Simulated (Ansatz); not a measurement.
Input and output of a single-point calculation on In₃GaP₄ as one 8-atom ordering (R3m) on the zincblende lattice (the PAW code Ansatz, r2SCAN). Cell and atoms come from a relaxation with r2SCAN.

input.yaml:
```yaml
crystal:
  lattice:
    - [2.0489609394, 1.1829681499, 13.4160019928]
    - [-2.0489609394, 1.1829681499, 13.4160019928]
    - [0.0, -2.3659362998, 13.4160019928]
  atoms:
    - { symbol: Ga, position: [1.0002957054, 0.0002957054, 0.0002957054] }
    - { symbol: In, position: [0.2524361742, 0.2524361742, 0.2524361742] }
    - { symbol: In, position: [0.5000764354, 0.5000764354, 0.5000764354] }
    - { symbol: In, position: [0.7477629142, 0.7477629142, 0.7477629142] }
    - { symbol: P, position: [0.3160865723, 0.3160865723, 0.3160865723] }
    - { symbol: P, position: [0.5633765495, 0.5633765495, 0.5633765495] }
    - { symbol: P, position: [0.8110632141, 0.8110632141, 0.8110632141] }
    - { symbol: P, position: [0.0589024351, 0.0589024351, 0.0589024351] }
kpoints:
  mp_grid: { grid: [8, 8, 8] }
  band_path:
    path:
      - [0.0, 0.0, 0.0]
      - [-0.5, -0.5, -0.5]
      - [-0.5, -0.1718499938, -0.8281500062]
      - [-0.1718499938, 0.1718499938, -0.5]
      - [0.0, 0.0, -0.5]
      - [0.0, 0.3359249969, -0.3359249969]
      - [-0.3359249969, 0.0, -0.6640750031]
      - [-0.5, 0.0, -0.5]
    npoints: 1
hamiltonian:
  xc: r2scan
scf:
  occupations: { method: fixed }
  n_extra_bands: 6
output:
  forces: true
  stress: true
  eigenvalues: true
```

Command: `ansatz run input.yaml --threads 4 --pin off --max-ram 6451MiB --backend cpu --events-out ev --progress --plain --runs-dir out`.

Question: It took 14 s on 4 threads of Intel(R) Xeon(R) 6975P-C (Granite Rapids), with other jobs on the host, load about 0.1 per core. What peak of host memory did it reach?

Answer: About 1.2 GiB.

Output, abridged:
```
scf.n_extra_bands = 6 over 36 filled bands (N_el = 72.0): the run solves 42 bands
Functional definition: r2SCAN
Crystal: 8 atoms, lattice volume = 195.111 Å³
Basis set: ecut = 500 eV, 4957 PW (Γ), FFT grids on a1−a3, a2−a3, a3
Symmetry: 6 space group operations
Space group: R3m (ITA 160)
k-points: 65 of 512 (time reversal used)
SCF converged after 8 iterations
Free energy (F): -23665.458578 eV
Fermi energy:    6.664641 eV
--- Forces (eV/Å), atoms counted from 1 ---
  atom   1  Ga      0.00000      0.00000      0.00092
  atom   2  In      0.00000      0.00000      0.00411
  atom   3  In      0.00000      0.00000      0.00101
  atom   4  In      0.00000      0.00000    -0.00010
  atom   5  P       0.00000      0.00000    -0.00208
  atom   6  P       0.00000      0.00000      0.00093
  atom   7  P       0.00000      0.00000    -0.00174
  atom   8  P       0.00000      0.00000    -0.00305
--- Stress (GPa, compression-positive) ---
       -0.037759       0.000000       0.000000
        0.000000      -0.037759       0.000000
        0.000000       0.000000       0.015911
  P = ⅓ Tr σ = -0.0199 GPa (-0.199 kbar)
```

bands.tsv, columns around the gap (it counts bands from 0):
```tsv
# k_distance	band_31	band_32	band_33	band_34	band_35	band_36	band_37	band_38	band_39
# fermi_ev = 6.664641
# [0, 0, 0] at k_distance = 0.000000
# [-0.5, -0.5, -0.5] at k_distance = 0.234168
# [-0.5, -0.1718499938, -0.8281500062] at k_distance = 1.240447
# [-0.1718499938, 0.1718499938, -0.5] at k_distance = 1.398968
# [0, 0, -0.5] at k_distance = 1.925950
# [0, 0.3359249969, -0.3359249969] at k_distance = 2.446937
# [-0.3359249969, 0, -0.6640750031] at k_distance = 2.603654
# [-0.5, 0, -0.5] at k_distance = 3.106794
# levels_relative_to = fermi_ev
0.000	-0.505	-0.505	-0.126	0.000	0.000	0.896	1.620	2.251	2.438
0.234	-0.795	-0.264	-0.264	-0.135	-0.135	1.143	2.168	2.240	2.290
1.240	-3.253	-2.197	-2.135	-1.942	-1.839	2.897	2.929	3.614	3.687
1.399	-3.253	-2.197	-2.135	-1.942	-1.839	2.897	2.929	3.614	3.687
1.926	-2.167	-1.994	-1.889	-1.348	-1.243	1.900	2.464	2.649	2.700
2.447	-3.233	-2.246	-2.088	-1.975	-1.803	2.781	3.213	3.253	3.916
2.604	-3.233	-2.246	-2.088	-1.975	-1.803	2.781	3.213	3.253	3.916
3.107	-2.498	-1.925	-1.750	-1.101	-1.023	1.646	1.961	2.234	2.783
```
In order the rows are Γ, T, H₂, H₀, L, S₀, S₂, F.

r2SCAN gives a direct gap of 0.90 eV at Γ. The gap is the least over the mesh and the extra points. The mean stress is close to zero (-0.02 GPa).

Values at 0 K without nuclear motion; spin polarisation is off, and the phase may be a hypothetical one.

Spin-orbit coupling is left out.
